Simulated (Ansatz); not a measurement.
AlN:
```cif
data_Al2N2
_chemical_formula_sum 'Al2 N2'
_space_group_name_H-M_alt 'P63mc'
_space_group_IT_number 186
_space_group_name_Hall 'P 6c -2c'
_cell_length_a 3.13027
_cell_length_b 3.13027
_cell_length_c 5.01808
_cell_angle_alpha 90.000
_cell_angle_beta 90.000
_cell_angle_gamma 120.000
loop_
_atom_site_label
_atom_site_type_symbol
_atom_site_symmetry_multiplicity
_atom_site_Wyckoff_symbol
_atom_site_fract_x
_atom_site_fract_y
_atom_site_fract_z
_atom_site_occupancy
Al1 Al 2 b 0.66667 0.33333 0.00337 1
N1 N 2 b 0.33333 0.66667 0.12183 1
```

Relaxed with plane-wave PAW PBE (Ansatz code). Indices refer to the conventional cell of P6_3mc, a = b = 3.1303 Å, c = 5.0181 Å, α = β = 90.00°, γ = 120.00°.

Question: Simulate the powder diffraction pattern (Mo Kα, λ = 0.71073 Å; lines above 1 %) up to 2θ = 45°.

Answer: Simulated powder pattern, Mo Kα, λ = 0.71073 Å (kinematic, ideal powder, no thermal factors, no anomalous dispersion; the 30 strongest lines at most, above 1 %, up to 2θ = 45°):

```
2θ (°)  d (Å)  I/Imax (%)         hkl
------  -----  ----------  ----------
15.06   2.711         100  (1 0 -1 0)
16.28   2.509          63      (0002)
17.14   2.385          96  (1 0 -1 1)
22.25   1.841          37  (1 0 -1 2)
26.25   1.565          71  (1 1 -2 0)
28.91   1.424          65  (1 0 -1 3)
30.40   1.355          11  (2 0 -2 0)
31.04   1.328          51  (1 1 -2 2)
31.52   1.309          18  (2 0 -2 1)
32.91   1.255         2.5      (0004)
34.67   1.193         8.7  (2 0 -2 2)
36.38   1.139         2.7  (1 0 -1 4)
39.44   1.053          21  (2 0 -2 3)
40.59   1.025         7.4  (2 1 -3 0)
41.46   1.004          14  (2 1 -3 1)
42.57   0.979         6.1  (1 1 -2 4)
44.00   0.949         7.0  (2 1 -3 2)
44.37   0.941          15  (1 0 -1 5)
```

The PBE relaxation kept the symmetry of its start; phonons on a q-mesh show no instability.

Potentials: the later of the program's two PAW sets.
